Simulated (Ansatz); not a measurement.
# LaSb: eigenvalues along the path

```
La Sb
1.0
     0.00000    3.26649    3.26649
     3.26649    0.00000    3.26649
     3.26649    3.26649    0.00000
La Sb
1 1
Cartesian
  0.0000 0.0000 0.0000
  3.2665 3.2665 3.2665
```

Atom numbers follow the list: La1, Sb2.

The cell is COD entry 1537613, as deposited and not checked against the literature; nothing was relaxed. The listed cell was then made from it by scaling, straining or moving an atom.

No spin–orbit coupling, which matters for the heavy atoms here.

All numbers below come from DFT, PBEsol, all-electron LAPW, scalar-relativistic (Ansatz 0.2.0).

Sampling and basis: a Γ-centred 10×10×10 k mesh, Fermi–Dirac smearing of 0.05 eV, basis error target 1 meV/atom, no spin polarisation.

Path points, in fractions of the reciprocal vectors: Γ (0.000, 0.000, 0.000), X (0.500, 0.000, 0.500), U (0.625, 0.250, 0.625), K (0.375, 0.375, 0.750), L (0.500, 0.500, 0.500), W (0.500, 0.250, 0.750). Levels in eV from the Fermi level; bands 20 to 30, counted from the lowest band of the run. The gap is zero.

```
# k(1/Å) point b20 b21 b22 b23 b24 b25 b26 b27 b28 b29 b30
0.000 Γ -16.14 -16.14 -16.14 -8.92 0.20 0.20 0.20 1.26 1.26 1.26 1.88
0.192 - -16.17 -16.15 -16.15 -8.79 -0.72 -0.01 -0.01 1.00 1.56 1.56 1.97
0.385 - -16.24 -16.18 -16.18 -8.50 -1.79 -0.26 -0.26 0.54 1.91 1.91 2.00
0.577 - -16.31 -16.20 -16.20 -8.31 -2.15 -0.35 -0.35 0.13 2.03 2.05 2.05
0.769 - -16.36 -16.23 -16.23 -8.31 -1.82 -0.32 -0.32 -0.15 2.04 2.07 2.10
0.962 X -16.37 -16.24 -16.24 -8.35 -1.51 -0.29 -0.29 -0.25 2.04 2.07 2.11
1.030 - -16.37 -16.24 -16.24 -8.34 -1.51 -0.55 -0.33 -0.02 2.04 2.07 2.11
1.098 - -16.37 -16.25 -16.23 -8.30 -1.51 -0.85 -0.45 0.22 2.03 2.06 2.11
1.166 - -16.36 -16.27 -16.22 -8.25 -1.51 -1.18 -0.62 0.46 2.03 2.05 2.11
1.234 - -16.35 -16.29 -16.21 -8.17 -1.52 -1.50 -0.81 0.73 2.01 2.03 2.10
1.302 U -16.33 -16.31 -16.20 -8.10 -1.83 -1.49 -0.99 1.00 2.00 2.01 2.10
1.420 - -16.34 -16.30 -16.20 -8.05 -1.98 -1.47 -1.13 1.24 1.93 2.04 2.09
1.537 - -16.35 -16.29 -16.21 -8.02 -2.07 -1.42 -1.27 1.55 1.79 2.06 2.09
1.655 - -16.35 -16.29 -16.21 -8.02 -2.07 -1.42 -1.27 1.55 1.79 2.06 2.09
1.773 - -16.34 -16.30 -16.20 -8.05 -1.98 -1.47 -1.13 1.24 1.93 2.04 2.09
1.891 K -16.33 -16.31 -16.20 -8.10 -1.83 -1.49 -0.99 1.00 2.00 2.01 2.10
2.095 - -16.36 -16.28 -16.17 -7.92 -2.51 -1.39 -1.38 1.75 1.89 1.92 2.08
2.299 - -16.35 -16.23 -16.14 -8.02 -2.50 -1.43 -1.10 1.70 1.78 1.98 2.07
2.503 - -16.28 -16.18 -16.14 -8.39 -1.76 -1.05 -0.64 1.46 1.55 1.91 2.05
2.707 - -16.19 -16.15 -16.14 -8.77 -0.61 -0.34 -0.10 1.30 1.34 1.55 2.01
2.911 Γ -16.14 -16.14 -16.14 -8.92 0.20 0.20 0.20 1.26 1.26 1.26 1.88
3.077 - -16.18 -16.14 -16.14 -8.81 -0.35 -0.13 -0.13 1.30 1.38 1.38 1.98
3.244 - -16.26 -16.15 -16.15 -8.53 -1.34 -0.70 -0.70 1.34 1.62 1.62 2.11
3.411 - -16.36 -16.15 -16.15 -8.15 -2.27 -1.19 -1.19 1.47 1.85 1.85 2.14
3.577 - -16.43 -16.15 -16.15 -7.80 -2.94 -1.50 -1.50 1.66 1.95 1.95 2.15
3.744 L -16.46 -16.15 -16.15 -7.66 -3.20 -1.61 -1.61 1.76 1.98 1.98 2.16
3.880 - -16.45 -16.17 -16.15 -7.70 -3.10 -1.58 -1.56 1.75 1.95 1.98 2.15
4.016 - -16.42 -16.20 -16.17 -7.81 -2.81 -1.51 -1.45 1.72 1.87 2.00 2.12
4.152 - -16.38 -16.25 -16.19 -7.94 -2.41 -1.44 -1.33 1.69 1.75 2.03 2.10
4.288 - -16.33 -16.29 -16.22 -8.04 -1.98 -1.40 -1.31 1.67 1.68 2.07 2.09
4.424 W -16.31 -16.31 -16.25 -8.08 -1.73 -1.39 -1.39 1.67 1.67 2.08 2.08
4.520 - -16.33 -16.28 -16.25 -8.10 -1.62 -1.46 -1.28 1.37 1.85 2.08 2.09
4.616 - -16.35 -16.26 -16.24 -8.18 -1.49 -1.31 -1.11 0.98 1.96 2.07 2.10
4.712 - -16.36 -16.25 -16.24 -8.26 -1.51 -0.89 -0.88 0.55 2.01 2.06 2.11
4.809 - -16.37 -16.24 -16.24 -8.33 -1.51 -0.61 -0.47 0.12 2.04 2.07 2.11
4.905 X -16.37 -16.24 -16.24 -8.35 -1.51 -0.29 -0.29 -0.25 2.04 2.07 2.11
```
